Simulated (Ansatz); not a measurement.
Clean, relaxed (110) surface of Ti, space group P6_3/mmc (No. 194) (top face towards +c; atoms held fixed, by place in the list: 1, 2, 3, 4, 5, 6, 7, 8):

```
Ti
1.0
     9.14816    0.00000    0.00000
     0.00000    4.99950    0.00000
     0.00000    0.00000   22.77293
Ti
20
Direct
  0.37500 0.16667 0.37325
  0.87500 0.16667 0.37325
  0.12500 0.83333 0.37325
  0.62500 0.83333 0.37325
  0.37500 0.66667 0.43663
  0.87500 0.66667 0.43663
  0.12500 0.33333 0.43663
  0.62500 0.33333 0.43663
  0.37500 0.17016 0.49861
  0.87500 0.17016 0.49861
  0.12500 0.82984 0.49861
  0.62500 0.82984 0.49861
  0.37500 0.66406 0.56063
  0.87500 0.66406 0.56063
  0.12500 0.33594 0.56063
  0.62500 0.33594 0.56063
  0.37500 0.20294 0.62217
  0.87500 0.20294 0.62217
  0.12500 0.79706 0.62217
  0.62500 0.79706 0.62217
```

Theory: DFT PBE+D3(BJ), scalar-relativistic, plane waves, PAW (Ansatz 0.2.0). Plane waves to 420 eV, a k mesh through Γ of 3×6×1 on the computed 20-atom cell and Gaussian smearing (0.10 eV); no spin polarisation. The cell repeats along c with a dipole correction in the vacuum.

CO$_{2}$ is adsorbed on the top face, one adsorbate per 45.7 Å², and relaxed from 2 starting sites (fractions of a and b). E_ads counts from the clean slab and the free adsorbate (spin-polarised where it has unpaired electrons); negative means bound. Heights count from the highest slab atom after relaxation. Δφ is the top face's. Δp counts per cell along +c. Bonded neighbours lie within 1.25 times the sum of covalent radii (1.35 for H) and, on that scale, within 12 % of the closest. With the adsorbate the cell is lengthened along c to keep the vacuum.

```csv
start,ends at,E_ads (eV),height (Å),shortest contact,Δφ (eV),Δp (e·Å),whole?
"top (Ti) at (0.62, 0.80)","(0.60, 0.86), 1 bonded neighbour (Ti)",-2.67,2.00,O–Ti 2.02 Å,+1.53,-0.386,yes
"hollow (Ti-Ti-Ti) at (0.87, 0.60)","(0.70, 0.05), 2 bonded neighbours (Ti), largest slab move 0.6 Å",-4.14,0.85,O–Ti 2.00 Å,+0.62,-0.158,yes
```

Among the sites tried, the lowest end comes from the hollow (Ti-Ti-Ti) at (0.87, 0.60) start; other sites may lie lower.

Each end is the local minimum or symmetric point that its start leads to. The slab is only 5.8 Å thick, so the energies aren't converged with thickness.